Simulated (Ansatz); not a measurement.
# Fields on a plane of TiO2 (rutile)

```yaml
crystal:
  lattice:
    - [4.64353, 0.00000, 0.00000]
    - [0.00000, 4.64353, 0.00000]
    - [0.00000, 0.00000, 2.96370]
  atoms:
    - { symbol: Ti, position: [0.00000, 0.00000, 0.00000] }
    - { symbol: Ti, position: [0.50000, 0.50000, 0.50000] }
    - { symbol: O, position: [0.30512, 0.30512, 0.00000] }
    - { symbol: O, position: [0.80512, 0.19488, 0.50000] }
    - { symbol: O, position: [0.19488, 0.80512, 0.50000] }
    - { symbol: O, position: [0.69488, 0.69488, 0.00000] }
```

The slice is a (-1 1 0) plane (indices of the conventional cell) through the point (0.000, 0.000, 0.000) (fractional), spanned by u = [001] and v = [110] in vectors of this cell: u (2.96 Å) and v (6.57 Å, at 90° to u). It covers one period; positions are fractions (u, v).

Atoms on it: Ti at (0.00, 0.00); Ti at (0.50, 0.50); O at (0.00, 0.31); O at (0.00, 0.69).

Computed with PBE (plane waves to 420 eV, PAW, scalar-relativistic; Ansatz, a program for electronic structure). k mesh 7×7×11. Inside the PAW spheres the values are not all-electron values, and peaks at nuclei hang on which shells count as valence. The PAW data are Ansatz's earlier set. TiO2 is run without spin polarisation. TiO2 was relaxed with its symmetry unable to fall.

```
|00000000000000000000000000|
|00000000000000000000000000|
|00000000000000000000000000|
|00000000000000000000000000|
|11110000000000000000000011|
|44332211000000000000112233|
|66776622110000000011226677|
|22779955110000000011559977|
|11669955220000000022559966|
|44666633110000000011336666|
|33333311000000000000113333|
|11111100000000000000001111|
|00000000000000000000000000|
|00000000000000000000000000|
|00000000000000000000000000|
|11111100000000000000001111|
|33333311000000000000113333|
|44666633110000000011336666|
|11669955220000000022559966|
|22779955110000000011559977|
|66776622110000000011226677|
|44332211000000000000112233|
|11110000000000000000000011|
|00000000000000000000000000|
|00000000000000000000000000|
|00000000000000000000000000|
|00000000000000000000000000|
|00000000000000000000000000|
```
Scale: ten equal steps from 0.001 (start of '0') to 0.060 (end of '9'), in the order '0123456789'. Values: density of the highest valence band (whole band, smooth part) in e/Å³. The map has 13 points along u (two characters each, u = 0 at the left) and 28 along v (v = 0 in the bottom row). 

```
|xxxx%%++            ++%%xx|
|@@@@##--            --##@@|
|**++::                ::++|
|....                    ..|
|****++--..        ..--++**|
|@@@@@@##==..    ..==##@@@@|
|xx@@@@@@**::    ::**@@@@@@|
|xxxx@@@@##--    --##@@@@xx|
|xxxx@@@@**..    ..**@@@@xx|
|xx%%@@%%--  ....  --%%@@%%|
|@@@@%%--::==****==::--%%@@|
|%%##--..++%%@@@@%%++..--##|
|--::  ::%%@@xxxx@@%%::  ::|
|..    --%%xxxxxxxx%%--    |
|--::  ::%%@@xxxx@@%%::  ::|
|%%##--..++%%@@@@%%++..--##|
|@@@@%%--::==****==::--%%@@|
|xx%%@@%%--  ....  --%%@@%%|
|xxxx@@@@**..    ..**@@@@xx|
|xxxx@@@@##--    --##@@@@xx|
|xx@@@@@@**::    ::**@@@@@@|
|@@@@@@##==..    ..==##@@@@|
|****++--..        ..--++**|
|....                    ..|
|**++::                ::++|
|@@@@##--            --##@@|
|xxxx%%++            ++%%xx|
|xxxx@@**..        ..**@@xx|
```
Scale: ten equal steps from 0.03 (start of ' ') to 0.83 (end of '@'), in the order ' .:-=+*#%@'. Values: electron localisation function (ELF). The map has 13 points along u (two characters each, u = 0 at the left) and 28 along v (v = 0 in the bottom row). Points within 0.4 Å of a nucleus are blanked (x), as the pseudised field means little there.

| Quantity | Value |
|---|---|
| Density on the Ti–O line (1.96 Å) at its midpoint | 0.73 e/Å³ |
| ELF at that point | 0.2 |
| Element round which the density of the highest valence band (whole band, smooth part) is largest on this plane | O |
| Element round which the density of the lowest conduction band (whole band as if filled, smooth part) is largest on this plane | Ti |
